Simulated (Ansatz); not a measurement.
input.yaml

```yaml
crystal:
  lattice:
    - [0.0, 2.079056651, 2.079056651]
    - [2.079056651, 0.0, 2.079056651]
    - [2.079056651, 2.079056651, 0.0]
  atoms:
    - { symbol: Au, position: [0.0, 0.0, 0.0] }
basis:
  ecutwfc: 420
kpoints:
  mp_grid: { grid: [18, 18, 18] }
hamiltonian:
  xc: pbesol
scf:
  occupations: { method: gaussian, width: 0.1 }
output:
  forces: true
  stress: true
  eigenvalues: true
relax:
  adjacent_minimum: "off"
  f_tol: 0.005
  max_steps: 50
  cell: { stress_tol: 0.05 }
```

Launched with
```bash
ansatz run input.yaml --threads 1 --pin off --max-ram 2560MiB --backend cpu --events-out ev --progress --plain --runs-dir out
```

The calculation used DFT PBEsol, scalar-relativistic, plane waves, PAW in Ansatz.

Part of what the program printed, abridged:

```
Pseudopotentials: kind: paw
Pseudopotential: Au, paw, valence charge 19, recommended cutoff 420 eV (normal)
Functional definition: PBEsol
Crystal: 1 atom, lattice volume = 17.973 Å³
Basis set: ecut = 420 eV, 339 PW (Γ), exchange–correlation on 40×40×40 points (8 copies of the dense FFT grid, shifted against one another)
Bands: 14, of which v1, the nominal top of the filled ones, is band 10 counted from 1 (9 counted from 0)
Symmetry: 48 space group operations
Space group: Fm-3m (ITA 225), of the structure as read, at distance tolerance 2.6e-5 Å
k-points: 195 of 5832
Initial density: superposition of atomic densities (neutral atoms: chi_scale 0, normalization atom), corrected by the library's trained network
Initial wavefunctions: pseudopotential atomic-orbital guess
Functional: x = pbesol(κ = 0.804, μ = 0.12345679), c = pbesol(β = 0.046)
SCF iter   1: F=—  HF=-13007.076971 eV  |F-HF|=—  |Δ(HF+E_count)|=         —  Δρ=6.28e-3  dr2=6.76e-3  ethr=1.77e-3  ⟨swp⟩=4.7  Hψ=13659  notcnv=0
SCF iter   2: F=—  HF=-13007.075404 eV  |F-HF|=—  |Δ(HF+E_count)|=   1.57e-3  Δρ=2.72e-3  dr2=1.18e-3  ethr=3.56e-5  ⟨swp⟩=1.0  Hψ=4290  notcnv=0
SCF iter   3: F=—  HF=-13007.075068 eV  |F-HF|=—  |Δ(HF+E_count)|=   3.36e-4  Δρ=4.22e-4  dr2=1.24e-5  ethr=6.20e-6  ⟨swp⟩=2.1  Hψ=3625  notcnv=0
SCF iter   4: F=—  HF=-13007.075075 eV  |F-HF|=—  |Δ(HF+E_count)|=   6.54e-6  Δρ=4.15e-5  dr2=1.35e-7  ethr=6.53e-8  ⟨swp⟩=2.6  Hψ=4245  notcnv=0
SCF iter   5: F=-13007.075075 eV  HF=-13007.075075 eV  |F-HF|=1.02e-9  |Δ(HF+E_count)|=   1.30e-7  Δρ=3.89e-6  dr2=1.80e-9  ethr=7.09e-10  ⟨swp⟩=2.8  Hψ=4435  notcnv=0
SCF iter   6: F=-13007.075075 eV  HF=-13007.075075 eV  |F-HF|=5.82e-11  |Δ(HF+E_count)|=  7.09e-11  Δρ=7.65e-7  dr2=9.31e-11  ethr=9.50e-12  ⟨swp⟩=2.4  Hψ=8975  notcnv=0
SCF 1 converged in 6 iterations: F = -13007.075075 eV  dr2 = 9.31e-11
relax step   1: F+E_penalty+E_count = -13007.07507515 eV  Δ(F+E_penalty+E_count) = +0.000e0 eV  max|allowed force component| = 0.000e0 eV/Å  Δτ_max = 0.0000 Å  P = -8.128 GPa  Ω = 17.973 Å³  (6 SCF iters, dr2 threshold 1.00e-7 eV, accepted)
Crystal: 1 atom, lattice volume = 15.471 Å³
Basis set: ecut = 420 eV, 307 PW (Γ), exchange–correlation on 40×40×40 points (8 copies of the dense FFT grid, shifted against one another)
Initial density: handed on by an earlier stage of this run
Initial wavefunctions: those handed on with the density
SCF iter   1: F=—  HF=-13007.009706 eV  |F-HF|=—  |Δ(HF+E_count)|=         —  Δρ=1.01e-2  dr2=1.41e-2  ethr=7.47e-5  ⟨swp⟩=1.0  Hψ=19083  notcnv=0
SCF iter   2: F=—  HF=-13007.005701 eV  |F-HF|=—  |Δ(HF+E_count)|=   4.01e-3  Δρ=4.22e-3  dr2=9.91e-4  ethr=7.43e-5  ⟨swp⟩=2.0  Hψ=3634  notcnv=0
SCF iter   3: F=—  HF=-13007.005420 eV  |F-HF|=—  |Δ(HF+E_count)|=   2.80e-4  Δρ=1.67e-3  dr2=1.82e-4  ethr=5.22e-6  ⟨swp⟩=2.8  Hψ=4746  notcnv=0
SCF iter   4: F=—  HF=-13007.005391 eV  |F-HF|=—  |Δ(HF+E_count)|=   2.93e-5  Δρ=7.25e-4  dr2=3.26e-5  ethr=9.59e-7  ⟨swp⟩=1.0  Hψ=2730  notcnv=0
SCF iter   5: F=—  HF=-13007.005374 eV  |F-HF|=—  |Δ(HF+E_count)|=   1.64e-5  Δρ=1.53e-4  dr2=1.41e-6  ethr=1.71e-7  ⟨swp⟩=2.0  Hψ=2920  notcnv=0
SCF iter   6: F=-13007.005374 eV  HF=-13007.005374 eV  |F-HF|=3.61e-9  |Δ(HF+E_count)|=   1.91e-7  Δρ=1.75e-5  dr2=1.73e-8  ethr=5.26e-10  ⟨swp⟩=3.0  Hψ=9377  notcnv=0
the search or the solves at the SCF's close seem to have found levels that the self-consistency loop had missed (the run counts 1). By its estimate they hold under 1e-12 electrons; where the run keeps them, the occupations were computed again with them
SCF 2 converged in 6 iterations: F = -13007.005374 eV  dr2 = 1.73e-8
relax step   2: F+E_penalty+E_count = -13007.00537423 eV  Δ(F+E_penalty+E_count) = +6.970e-2 eV  max|allowed force component| = 0.000e0 eV/Å  Δτ_max = 0.0000 Å  P = +22.007 GPa  Ω = 15.471 Å³  energy of the carried Pulay correction = +6.831e-4 eV  (6 SCF iters, dr2 threshold 1.00e-7 eV, rejected (line search))
Crystal: 1 atom, lattice volume = 17.222 Å³
Basis set: ecut = 420 eV, 331 PW (Γ), exchange–correlation on 40×40×40 points (8 copies of the dense FFT grid, shifted against one another)
SCF iter   1: F=—  HF=-13007.101963 eV  |F-HF|=—  |Δ(HF+E_count)|=         —  Δρ=7.02e-3  dr2=8.17e-3  ethr=4.15e-5  ⟨swp⟩=1.0  Hψ=19145  notcnv=0
SCF iter   2: F=—  HF=-13007.099834 eV  |F-HF|=—  |Δ(HF+E_count)|=   2.13e-3  Δρ=3.25e-3  dr2=7.14e-4  ethr=4.15e-5  ⟨swp⟩=2.0  Hψ=3641  notcnv=0
SCF iter   3: F=—  HF=-13007.099635 eV  |F-HF|=—  |Δ(HF+E_count)|=   1.99e-4  Δρ=1.25e-3  dr2=1.32e-4  ethr=3.76e-6  ⟨swp⟩=2.9  Hψ=4647  notcnv=0
SCF iter   4: F=—  HF=-13007.099618 eV  |F-HF|=—  |Δ(HF+E_count)|=   1.72e-5  Δρ=5.45e-4  dr2=2.35e-5  ethr=6.95e-7  ⟨swp⟩=1.0  Hψ=2730  notcnv=0
SCF iter   5: F=—  HF=-13007.099624 eV  |F-HF|=—  |Δ(HF+E_count)|=   5.54e-6  Δρ=1.17e-4  dr2=1.05e-6  ethr=1.24e-7  ⟨swp⟩=1.0  Hψ=2730  notcnv=0
SCF iter   6: F=—  HF=-13007.099623 eV  |F-HF|=—  |Δ(HF+E_count)|=   1.06e-6  Δρ=1.29e-5  dr2=1.10e-8  ethr=5.51e-9  ⟨swp⟩=2.2  Hψ=3309  notcnv=0
SCF iter   7: F=—  HF=-13007.099623 eV  |F-HF|=—  |Δ(HF+E_count)|=   1.05e-9  Δρ=9.40e-7  dr2=5.96e-11  ethr=5.79e-11  ⟨swp⟩=2.2  Hψ=4357  notcnv=0
SCF iter   8: F=-13007.099623 eV  HF=-13007.099623 eV  |F-HF|=3.64e-12  |Δ(HF+E_count)|=  2.00e-11  Δρ=4.25e-8  dr2=3.38e-13  ethr=1.00e-12  ⟨swp⟩=4.8  Hψ=9671  notcnv=0
SCF 3 converged in 8 iterations: F = -13007.099623 eV  dr2 = 3.38e-13
relax step   3: F+E_penalty+E_count = -13007.09962270 eV  Δ(F+E_penalty+E_count) = -2.455e-2 eV  max|allowed force component| = 0.000e0 eV/Å  Δτ_max = 0.0000 Å  P = -1.950 GPa  Ω = 17.222 Å³  energy of the carried Pulay correction = +1.948e-4 eV  (8 SCF iters, accepted)
Crystal: 1 atom, lattice volume = 17.030 Å³
SCF iter   1: F=—  HF=-13007.100921 eV  |F-HF|=—  |Δ(HF+E_count)|=         —  Δρ=7.84e-4  dr2=1.06e-4  ethr=3.74e-7  ⟨swp⟩=2.0  Hψ=18154  notcnv=0
SCF iter   2: F=—  HF=-13007.100893 eV  |F-HF|=—  |Δ(HF+E_count)|=   2.86e-5  Δρ=3.49e-4  dr2=8.54e-6  ethr=3.74e-7  ⟨swp⟩=2.0  Hψ=3771  notcnv=0
SCF iter   3: F=—  HF=-13007.100889 eV  |F-HF|=—  |Δ(HF+E_count)|=   3.20e-6  Δρ=1.37e-4  dr2=1.46e-6  ethr=4.50e-8  ⟨swp⟩=2.8  Hψ=4572  notcnv=0
SCF iter   4: F=-13007.100889 eV  HF=-13007.100889 eV  |F-HF|=1.21e-8  |Δ(HF+E_count)|=   2.28e-7  Δρ=3.64e-5  dr2=9.22e-8  ethr=5.26e-10  ⟨swp⟩=3.0  Hψ=9778  notcnv=0
SCF 4 converged in 4 iterations: F = -13007.100889 eV  dr2 = 9.22e-8
relax step   4: F+E_penalty+E_count = -13007.10088921 eV  Δ(F+E_penalty+E_count) = -1.267e-3 eV  max|allowed force component| = 0.000e0 eV/Å  Δτ_max = 0.0000 Å  P = -0.049 GPa  Ω = 17.030 Å³  energy of the carried Pulay correction = +2.461e-4 eV  (4 SCF iters, dr2 threshold 1.00e-7 eV, accepted)
Initial wavefunctions: pseudopotential atomic-orbital guess (no wavefunctions were taken with the density)
SCF iter   1: F=—  HF=-13007.100616 eV  |F-HF|=—  |Δ(HF+E_count)|=         —  Δρ=1.34e-4  dr2=6.16e-7  ethr=4.46e-9  ⟨swp⟩=3.3  Hψ=21563  notcnv=0
SCF iter   2: F=—  HF=-13007.100615 eV  |F-HF|=—  |Δ(HF+E_count)|=   6.95e-7  Δρ=5.89e-5  dr2=1.15e-7  ethr=3.24e-9  ⟨swp⟩=2.3  Hψ=4590  notcnv=0
SCF iter   3: F=—  HF=-13007.100615 eV  |F-HF|=—  |Δ(HF+E_count)|=   1.91e-8  Δρ=1.30e-5  dr2=2.16e-8  ethr=6.06e-10  ⟨swp⟩=2.4  Hψ=4096  notcnv=0
SCF iter   4: F=—  HF=-13007.100615 eV  |F-HF|=—  |Δ(HF+E_count)|=   5.26e-9  Δρ=3.19e-6  dr2=2.67e-10  ethr=1.14e-10  ⟨swp⟩=2.3  Hψ=3986  notcnv=0
SCF iter   5: F=-13007.100615 eV  HF=-13007.100615 eV  |F-HF|=3.64e-12  |Δ(HF+E_count)|=  6.44e-10  Δρ=9.67e-8  dr2=3.22e-13  ethr=1.00e-12  ⟨swp⟩=4.0  Hψ=12100  notcnv=0
SCF 5 converged in 5 iterations: F = -13007.100615 eV  dr2 = 3.22e-13
SCF converged after 5 iterations
Free energy (F): -13007.100615 eV
Harris-Foulkes:  -13007.100615 eV  (|F-HF|=3.64e-12)
Internal energy: -13007.099176 eV  (E = F + TS)
E sigma→0 (E₀):  -13007.099896 eV
Entropy (-TS):   -0.001439 eV (-1.439 meV/atom)
Fermi energy:    20.444276 eV
--- Per-component energies (eV) ---
  E_band       = -209.973654
  E_kinetic    = 604.668957
  E_local      = -1704.975269  (includes V_loc(G=0)·N_el)
  E_nonlocal   = 77.644436
  E_hartree    = 725.457824
  E_xc         = -226.610704
  E_vxc        = -274.646587  (∫ρ·V_xc dr)
  E_paw        = -9565.718101  (= ΣΔE_a)
  E_vpaw       = -363.582279  (= ΣTr[D̂ρ^β])
  E_aug_tail   = 0.001432  (compensation charges beyond the density's cutoff)
  E_ewald      = -2917.877229
  E_core_change = 0.309479  (= ΣΔE_core)
  E_smearing   = -0.001439  (= −TS)
--- Forces (eV/Å), atoms counted from 1 ---
  atom   1  Au     0.00000000     0.00000000     0.00000000
--- Stress (GPa, compression-positive) ---
       -0.040616       0.000000       0.000000
        0.000000      -0.040616       0.000000
        0.000000       0.000000      -0.040616
  P = ⅓ Tr σ = -0.0406 GPa (-0.406 kbar)
--- Band table (eV; the first three rows and the last of 195) ---
  k-point 0: bands = ["-85.0191", "-36.3179", "-36.3179", "-36.3179", "10.5287", "15.7864", "15.7864", "15.7864", "17.3241", "17.3241", "34.8833", "38.8846", "38.8846", "38.8846"]
  k-point 1: bands = ["-85.0187", "-36.3246", "-36.3189", "-36.3189", "10.6370", "15.7501", "15.8242", "15.8242", "17.3066", "17.3066", "35.0124", "38.1784", "39.0141", "39.0141"]
  k-point 2: bands = ["-85.0177", "-36.3439", "-36.3218", "-36.3218", "10.9535", "15.6578", "15.9230", "15.9230", "17.2709", "17.2709", "35.3089", "36.7140", "39.3807", "39.3807"]
  k-point 194: bands = ["-85.0033", "-36.4763", "-36.4546", "-36.4040", "14.4438", "14.9741", "15.6701", "17.2209", "18.8603", "25.1906", "26.0377", "27.4020", "29.8798", "42.3306"]
--- Relaxed structure (4 steps of the walk, 3 accepted, 1 SCFs on fresh bases) ---
  F+E_penalty+E_count = -13007.10061503 eV   max|allowed force component| = 0.000e0 eV/Å   (the final SCF, on the basis selected at the relaxed cell)
  cell:  # Å, volume = 17.0296 Å³
    - [0.0, 2.04201191, 2.04201191]
    - [2.04201191, 0.0, 2.04201191]
    - [2.04201191, 2.04201191, 0.0]
  atoms:
    - { symbol: Au, position: [0.0, 0.0, 0.0] }
```

The relaxation met its thresholds.

Time: 15 s on 1 thread of Arm Neoverse V1 (shared host), peak memory 0.32 GiB.

Spin–orbit coupling is left out, which can shift energies with elements as heavy as these.